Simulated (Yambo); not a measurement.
Yambo run on LuPO$_{4}$ (space group I4_1/amd, No. 141). The wavefunctions are PBEsol (Quantum ESPRESSO, PseudoDojo norm-conserving, 100 Ry, scalar-relativistic) ones on a 2×2×2 mesh (54 occupied bands); a = 5.605 Å, b = 5.605 Å, c = 5.605 Å, α = 106.16°, β = 106.16°, γ = 116.32°.

Yambo input:

```
rim_cut
gw0
dyson
el_el_corr
HF_and_locXC
cohsex
em1s
RandQpts= 1000000
RandGvec= 1 Ry
EXXRLvcs= 100 Ry
VXCRLvcs= 400 Ry
Chimod= "HARTREE"
% BndsRnXs
 3 | 222 |
%
NGsBlkXs= 7 Ry
% LongDrXs
 1.0 | 1.0 | 1.0 |
%
ExtendOut
% QPkrange
 1 | 1 | 54 | 55 |
%
```

k points by index: 1 = Γ.

Resulting energies as the program prints them:

```
#    K-point    Band    Eo [eV]    E [eV]    E-Eo [eV]    Vxc [eV]    Vnlxc [eV]    Sc|Eo [eV]    Re(Z)    Im(Z)
#
    1    54    0.000000    -2.924874    -2.924874    -20.09143    -25.80149    2.785186    1.000000    0.000000
    1    55    6.219399    6.456164    0.236766    -13.63082    -8.434375    -4.959684    1.000000    0.000000
```
(The two width columns are left out.) Convergence of these settings isn't established.

Geometry of the Materials Project entry, not relaxed at this level.
